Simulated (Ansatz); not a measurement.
GaSb (zinc blende)

```xyz
4
Lattice="0.0000 6.2135 6.2135 3.1068 0.0000 3.1068 3.1068 3.1068 0.0000" Properties=species:S:1:pos:R:3 pbc="T T T"
Sb     4.6601     4.6601     4.6601
Sb     4.6601     7.7669     7.7669
Ga     0.0000     0.0000     0.0000
Ga     0.0000     3.1068     3.1068
```

In each cell atom 2 (Sb, nearest neighbour Ga at 2.691 Å; its periodic images, 4.4 Å or more away, move with it) moves by s·(0.577, 0.577, 0.577) (towards the nearest neighbour), the rest being held.

All values below come from PBE (plane waves to 420 eV, PAW, scalar-relativistic; Ansatz, a program for electronic structure). k mesh 11×11×11 (Γ-centred), Fermi-Dirac smearing 0.05 eV. The energy includes the smearing's −TS. With partly filled bands, energies and forces of such displacements shift with the k mesh and the smearing. At this level the bands of GaSb touch or barely overlap; measurements give the solid a gap. GaSb was relaxed with its symmetry unable to fall. Spin-orbit coupling is left out, though Sb is heavy. The zero of ΔE is the undisplaced structure. The last digit holds for this mesh only.

```csv
s (Å),ΔE (meV/cell)
-0.270,210.2
-0.216,142.3
-0.162,84.5
-0.108,39.6
-0.054,10.4
0.000,0.0
0.054,11.4
0.108,48.0
0.162,113.3
0.216,211.5
0.270,347.0
```

Task: What force constant k = d²E/ds² at s = 0 does the table give?

Result: 7.5 eV/Å². It is the second difference of the nearest points, corrected with the next pair.

Task: With k = 7.48 eV/Å² from the forces, is the well harmonic out to s = 0.270 Å?

Result: ½ks² = 273 meV/cell against the computed 347 meV/cell, so the well is stiffer than harmonic there.

(For displaced atoms, the force is minus the slope of the energy, and its curvature is a force constant, which sets phonon frequencies.)
